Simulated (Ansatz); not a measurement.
According to PBE+D3(BJ) in the plane-wave PAW code Ansatz, BP in the orthorhombic phase (Pnma; B on 4c, P on 4c) relaxes to a = 6.204 Å, b = 3.214 Å, c = 5.363 Å. Against the elements it lies at -0.15 eV/atom, with no fitted shifts.

It is gapped at this level: 0.68 eV (indirect). The hole mass is 0.20, 0.52, 0.89 mₑ (principal values).

An equation-of-state fit gives a bulk modulus of 128 GPa.

The start of the workflow was typed in or built on a structure type; neither database checked (COD, Materials Project) lists it. It is not the phase usual at ambient conditions (space group No. 216). Symmetry was held in the PBE+D3(BJ) relaxation; whether a distortion lowers the energy is not shown. The volume moved by 24 % from the start of the relaxation. The references are the lowest solids computed at this level, not always the standard phases.

Potentials: the earlier of the program's two PAW sets.
